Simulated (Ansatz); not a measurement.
Calculated ¹⁷O NMR of the central transition for SnI4O12 at a changed volume

Cell: a refined structure from the COD, relaxed with PBE at fixed cell and then changed (volume scaled by 0.95, ions relaxed).

Space group P-1 (No. 2); a = 4.9719, b = 6.1743, c = 8.2443 Å, α = 87.68°, β = 88.65°, γ = 89.03°.

```csv
site,Wyckoff,site symmetry,x,y,z
Sn,1b,-1,0.0000,0.0000,0.5000
I2,2i,1,0.5044,0.7748,0.2330
I4,2i,1,0.9867,0.7023,0.8446
O6,2i,1,0.7962,0.9540,0.2896
O8,2i,1,0.3150,0.7970,0.4288
O10,2i,1,0.8445,0.7402,0.6357
O12,2i,1,0.8298,0.4316,0.8870
O14,2i,1,0.6664,0.5212,0.2878
O16,2i,1,0.7240,0.8632,0.9464
```

One atom of each set is listed.

All values are calculated (Ansatz; DFT, PBE, plane waves and PAW, scalar-relativistic, 420 eV cutoff, Γ-centred 4×4×3 k-points, Fermi–Dirac smearing 0.02 eV), not measured.

¹⁷O has I = 5/2 and Q = -25.58 mb (Pyykkö 2018); at 7.05 T its Larmor frequency is ν₀ = 40.7 MHz. Only the quadrupole interaction is simulated: positions count from each site's isotropic chemical shift, and shift anisotropy, dipolar and J coupling are left out.

**Question.** What does the ¹⁷O spectrum (static powder) show for each site?

**Answer.** 

```
site                                                    first shell  C_Q (MHz)     η  P_Q (MHz)  δ_QIS (ppm)  breadth (kHz)
  O6  1 I at 1.92 Å, 1 Sn at 2.06 Å, angle 135°; also 1 I at 2.59 Å      -7.68  0.61       8.15         -241           70.5
  O8                      1 I at 1.86 Å, 1 Sn at 2.08 Å, angle 132°      -8.69  0.39       8.91         -287           78.3
 O10                      1 I at 1.88 Å, 1 Sn at 2.07 Å, angle 114°      -8.46  0.65       9.03         -295           87.2
 O12                              1 I at 1.87 Å; also 1 I at 2.37 Å      -8.86  0.49       9.21         -307           86.8
 O14                                                  1 I at 1.79 Å      -9.59  0.27       9.71         -341           87.5
 O16                                                  1 I at 1.84 Å      -7.91  0.35       8.07         -236           63.2
```

δ_QIS = −(ν_Q²/30ν₀²)[I(I+1) − 3/4](1 + η²/3) × 10⁶ ppm with ν_Q = 3|C_Q|/[2I(2I−1)]; it falls as 1/B₀² in ppm, and the breadth as 1/B₀ in kHz.

At O12, O14 and O16 V_zz points along its bond to I (within 3°) in each case. At O6 and O8 V_zz points along the shorter of its two bonds, to I (within 11°) in each case.

Without spin–orbit coupling the gradients at and beside I can be off by some per cent, at some sites by more.
